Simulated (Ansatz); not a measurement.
Molecular dynamics on a 2×2×2 supercell (16 atoms) of BBi (rocksalt), relaxed with r2SCAN. Forces come from PBEsol in the PAW code Ansatz: a Langevin thermostat at fixed volume, 1300 K, steps of 1.5 fs. Spin polarisation is off, nuclei are classical, and the run is far too short for thermal averages. The structure comes from a prototype and may be hypothetical.

```yaml
crystal:
  lattice:
    - [0.0, 5.2536658547, 5.2536658547]
    - [5.2536658547, 0.0, 5.2536658547]
    - [5.2536658547, 5.2536658547, 0.0]
  atoms:
    - { symbol: B, position: [0.0, 0.0, 0.0] }
    - { symbol: Bi, position: [0.25, 0.25, 0.25] }
    - { symbol: B, position: [0.0, 0.0, 0.5] }
    - { symbol: Bi, position: [0.25, 0.25, 0.75] }
    - { symbol: B, position: [0.0, 0.5, 0.0] }
    - { symbol: Bi, position: [0.25, 0.75, 0.25] }
    - { symbol: B, position: [0.0, 0.5, 0.5] }
    - { symbol: Bi, position: [0.25, 0.75, 0.75] }
    - { symbol: B, position: [0.5, 0.0, 0.0] }
    - { symbol: Bi, position: [0.75, 0.25, 0.25] }
    - { symbol: B, position: [0.5, 0.0, 0.5] }
    - { symbol: Bi, position: [0.75, 0.25, 0.75] }
    - { symbol: B, position: [0.5, 0.5, 0.0] }
    - { symbol: Bi, position: [0.75, 0.75, 0.25] }
    - { symbol: B, position: [0.5, 0.5, 0.5] }
    - { symbol: Bi, position: [0.75, 0.75, 0.75] }
kpoints:
  mp_grid: { grid: [2, 2, 2] }
hamiltonian:
  xc: pbesol
scf:
  occupations: { method: fermi_dirac, width: 0.112 }
md:
  ensemble: nvt_langevin
  temperature: 1300
  timestep: 1.5
  n_steps: 20
  initial_velocities: maxwell_boltzmann
  seed: 3417
```

Command: `ansatz run input.yaml --threads 4 --pin off --max-ram 3686MiB --backend cpu --events-out ev --progress --plain --runs-dir out`.

**Question.** How do temperature and energy develop?

**Answer.** The temperature starts at 1219 K, is lowest at step 13 (752 K, 19.5 fs) and ends at 873 K. The thermostat hasn't had time to restore it. The atoms start on their lattice sites with kinetic energy alone, so much of it first passes into potential energy. By the last step the atoms have moved 0.20 Å in the root mean square, the drift of the whole cell taken out, 0.36 Å at most.
```
step  t (fs)  T (K)  free energy F from step 0 (meV/atom)  kinetic energy (meV/atom)  largest force (eV/Å)
   0       0   1219                                   0.0                      157.5                  0.00
   1     1.5   1191                                   0.4                      153.9                  0.11
   2       3   1133                                   1.5                      146.4                  0.22
   3     4.5   1206                                   3.3                      155.9                  0.32
   4       6   1154                                   5.8                      149.2                  0.42
   5     7.5   1050                                   9.0                      135.8                  0.53
   6       9   1023                                  12.9                      132.3                  0.64
   7    10.5    910                                  17.4                      117.6                  0.75
   8      12    827                                  21.9                      106.9                  0.83
   9    13.5    814                                  26.1                      105.2                  0.92
  10      15    782                                  30.1                      101.1                  1.03
  11    16.5    843                                  34.0                      109.0                  1.14
  12      18    792                                  37.8                      102.4                  1.26
  13    19.5    752                                  41.2                       97.2                  1.37
  14      21    771                                  44.1                       99.7                  1.44
  15    22.5    811                                  46.3                      104.8                  1.47
  16      24    819                                  48.1                      105.8                  1.46
  17    25.5    833                                  50.2                      107.7                  1.45
  18      27    776                                  52.5                      100.3                  1.41
  19    28.5    817                                  54.6                      105.7                  1.35
  20      30    873                                  56.6                      112.8                  1.30
```

Positions (Å) and forces (eV/Å) at step 20:
```
B    0.081   0.162  -0.229    -0.180  -0.218   0.731
Bi   2.597   2.582   2.660     0.360   0.165  -0.152
B    2.431   2.687  -0.278     0.073  -0.317   0.778
Bi   5.248   5.330   2.634     0.013  -0.189  -0.211
B    2.737  -0.014   2.364    -0.443   0.183   0.818
Bi   5.181   2.715   5.377     1.155   0.166  -0.334
B    5.377   2.576   2.654    -0.612   0.438  -0.008
Bi   7.889   5.249   5.195     0.335  -0.358  -0.234
B   -0.149   2.803   2.817     0.369  -0.430  -0.496
Bi   2.611   5.188   5.226    -0.025   0.493  -0.813
B    2.612   5.251   2.611     0.140  -0.253   0.131
Bi   5.324   7.783   5.196    -0.205   1.158   0.327
B    2.877   2.431   5.389    -1.079   0.282  -0.673
Bi   5.276   5.357   7.824     0.103  -0.257   0.005
B    5.299   5.452   5.280    -0.075  -1.045  -0.184
Bi   7.853   7.848   7.796     0.071   0.180   0.315
```

Overlapping bands make a metal at that level, for which these meshes are coarse; small forces, stresses and energy differences are uncertain. A small overlap in a semilocal functional can be an artefact that a hybrid or GW lifts.
